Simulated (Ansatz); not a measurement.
LiF:
```yaml
crystal:
  lattice:
    - [0.00000, 1.95445, 1.95445]
    - [1.95445, 0.00000, 1.95445]
    - [1.95445, 1.95445, 0.00000]
  atoms:
    - { symbol: Li, position: [0.00000, 0.00000, 0.00000] }
    - { symbol: F, position: [0.50000, 0.50000, 0.50000] }
```

Relaxed with LDA.

Give the optical modes at the zone centre with their infrared and Raman activity from DFPT, LDA in the plane-wave PAW code Ansatz.

Transverse frequencies, without the LO–TO term; a row sums one degenerate level.

| ω (cm⁻¹) | degeneracy | IR ((D/Å)²/amu) | Raman (Å⁴/amu) | activity | symmetry |
|---|---|---|---|---|---|
| 339 | 3 | 14.74 | 0 | IR | T1u |

How high does the top mode go among those that the LO–TO term moves?

668 cm⁻¹ for q along x.

Space group Fm-3m (rock salt). Symmetry was held in the LDA relaxation; phonons on a q-mesh show no instability.

Potentials: the later of the program's two PAW sets.
